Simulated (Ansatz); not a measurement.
## HfBTe single point

Input file of Ansatz 0.2.0:

```yaml
crystal:
  lattice:
    - [3.5895, 0.0, 0.0]
    - [0.0, 3.5895, 0.0]
    - [0.0, 0.0, 8.227173]
  atoms:
    - { symbol: Hf, position: [0.0, 0.5, 0.259] }
    - { symbol: Hf, position: [0.5, 0.0, 0.741] }
    - { symbol: B, position: [0.0, 0.0, 0.0] }
    - { symbol: B, position: [0.5, 0.5, 0.0] }
    - { symbol: Te, position: [0.0, 0.5, 0.615] }
    - { symbol: Te, position: [0.5, 0.0, 0.385] }
kpoints:
  mp_grid: { grid: [5, 5, 3], shift: [0, 0, 0] }
  band_path:
    path:
      - [0.0, 0.0, 0.0]
      - [0.0, 0.5, 0.0]
      - [0.5, 0.5, 0.0]
      - [0.0, 0.0, 0.0]
      - [0.0, 0.0, 0.5]
      - [0.0, 0.5, 0.5]
      - [0.5, 0.5, 0.5]
      - [0.0, 0.0, 0.5]
      - [0.0, 0.5, 0.0]
      - [0.0, 0.5, 0.5]
      - [0.5, 0.5, 0.0]
    npoints: 7
magnetization:
  noncollinear: true
  spin_orbit: true
scf:
  occupations: { method: fermi_dirac, width: 0.116 }
  lower_state_search: "off"
  max_iter: 200
hamiltonian:
  pseudopotentials: { kind: paw_fr }
  xc: pbe
  hubbard:
    projectors: all-electron-ortho-atomic
    sites: [{ species: Hf, l: d, u_eff: 5.19 }]
basis:
  ecutwfc: 420
  fft_grid_basis: typed
output:
  forces: true
  stress: true
  eigenvalues: true
  bader: true
  populations: true
  elf: true
  write_potential: true
  volumetric_format: npy
  dos:
    e_range: [-12, 8]
    de: 0.05
    projected: { site_lists: { B: [B], Hf: [Hf], Te: [Te] } }
    method: { smearing: { sigma: 0.1, scheme: gaussian } }
checkpoint:
  read: saved_state
```

Launched with:

```sh
ansatz run input.yaml --threads 2 --pin off --max-ram 5120MiB --backend cpu --events-out ev --progress --plain --runs-dir out
```

The run starts from an earlier solution of this cell. The state carries no moments; the state need not be the lowest.

Output (shortened):

```
SCF iter   1: F=—  Δρ=2.51e-3  dr2=1.44e-2  dr2_m=0.00e0 (ungated)  |M|=0.00e0 ∫|m|=0.00e0 μB
SCF iter   2: F=—  Δρ=1.88e-3  dr2=9.44e-3  dr2_m=0.00e0 (ungated)  |M|=0.00e0 ∫|m|=0.00e0 μB
SCF iter   3: F=—  Δρ=4.50e-4  dr2=2.76e-4  dr2_m=0.00e0 (ungated)  |M|=0.00e0 ∫|m|=0.00e0 μB
SCF iter   4: F=—  Δρ=2.48e-4  dr2=7.08e-5  dr2_m=0.00e0 (ungated)  |M|=0.00e0 ∫|m|=0.00e0 μB
SCF iter   5: F=—  Δρ=9.39e-5  dr2=2.36e-5  dr2_m=0.00e0 (ungated)  |M|=0.00e0 ∫|m|=0.00e0 μB
SCF iter   6: F=—  Δρ=4.77e-5  dr2=5.62e-6  dr2_m=0.00e0 (ungated)  |M|=0.00e0 ∫|m|=0.00e0 μB
SCF iter   7: F=—  Δρ=1.65e-5  dr2=6.86e-7  dr2_m=0.00e0 (ungated)  |M|=0.00e0 ∫|m|=0.00e0 μB
SCF iter   8: F=-45743.8361 eV  Δρ=4.82e-6  dr2=7.85e-8  dr2_m=0.00e0 (ungated)  |M|=0.00e0 ∫|m|=0.00e0 μB
Magnetization: |M| = 0.0000 μB,  M = (+0.0000, +0.0000, +0.0000) μB
Absolute magnetization: 0.0000 μB (∫|m|)
  site 0: m = (+0.0000, +0.0000, +0.0000) μB, |m| = 0.0000 μB  (R = 1.13 Å)
  site 1: m = (+0.0000, +0.0000, +0.0000) μB, |m| = 0.0000 μB  (R = 1.13 Å)
  site 2: m = (+0.0000, +0.0000, +0.0000) μB, |m| = 0.0000 μB  (R = 1.05 Å)
  site 3: m = (+0.0000, +0.0000, +0.0000) μB, |m| = 0.0000 μB  (R = 1.05 Å)
  site 4: m = (+0.0000, +0.0000, +0.0000) μB, |m| = 0.0000 μB  (R = 1.13 Å)
  site 5: m = (+0.0000, +0.0000, +0.0000) μB, |m| = 0.0000 μB  (R = 1.13 Å)
Free energy (F): -45743.8361 eV
Harris-Foulkes:  -45743.8361 eV  (|F-HF|=4.74e-8)
Internal energy: -45743.7422 eV  (E = F + TS)
E sigma→0 (E₀):  -45743.7891 eV
Entropy (-TS):   -0.0939 eV (-15.654 meV/atom)
Fermi energy:    16.4723 eV
--- Per-component energies (eV) ---
  E_band       = -393.6750
  E_kinetic    = 1298.2386
  E_local      = -15323.9098  (includes V_loc(G=0)·N_el)
  E_nonlocal   = -3084.0847
  E_hartree    = 7722.6813
  E_xc         = -912.7906
  E_vxc        = -817.9650  (∫ρ·V_xc dr)
  E_hubbard    = 10.8813  (on-site DFT+U / exact-exchange correction)
  E_vhub       = 6.0411  (the Hubbard potential's part of the band-sum identity)
  E_paw        = -23379.6429  (= ΣΔE_a)
  E_vpaw       = 2082.6202  (= ΣTr[D̂ρ^β])
  E_aug_tail   = -0.0004  (compensation charges beyond the density's cutoff)
  E_ewald      = -12075.1150
  E_smearing   = -0.0939  (= −TS)
--- Stress (GPa, compression-positive) ---
       17.0059       0.0000       0.0000
        0.0000      17.0059       0.0000
        0.0000       0.0000       4.3027
  P = ⅓ Tr σ = 12.7715 GPa (127.715 kbar)
--- Löwdin populations: 6 sites ---
  site symbol       q [e]
     0     Hf     25.5902
     1     Hf     25.5902
     2      B      3.4402
     3      B      3.4402
     4     Te     15.8246
     5     Te     15.8246
  spilling = 0.0032 (of n_electrons = 90.0000)
--- Bader charges: 6 sites ---
  site symbol  charge [e]  shift [e]  m_x [muB]  m_y [muB]  m_z [muB]
     0     Hf      1.6780     0.0009     0.0000     0.0000     0.0000
     1     Hf      1.6780     0.0009     0.0000     0.0000     0.0000
     2      B     -0.7477     0.0000     0.0000     0.0000     0.0000
     3      B     -0.7477     0.0000     0.0000     0.0000     0.0000
     4     Te     -0.9303     0.0009     0.0000     0.0000     0.0000
     5     Te     -0.9303     0.0009     0.0000     0.0000     0.0000
```

Origin: a known structure type with other elements, at an estimated volume, so it need not be a known compound. Caveats: started without moments under time reversal, so no moment could form; the k mesh is coarse if the cell is a metal; atoms or cell far from equilibrium.

Cost: 2.4 min on 2 threads of Arm Neoverse V2, with other jobs on the host, peak memory 2 GiB (start from a saved density).
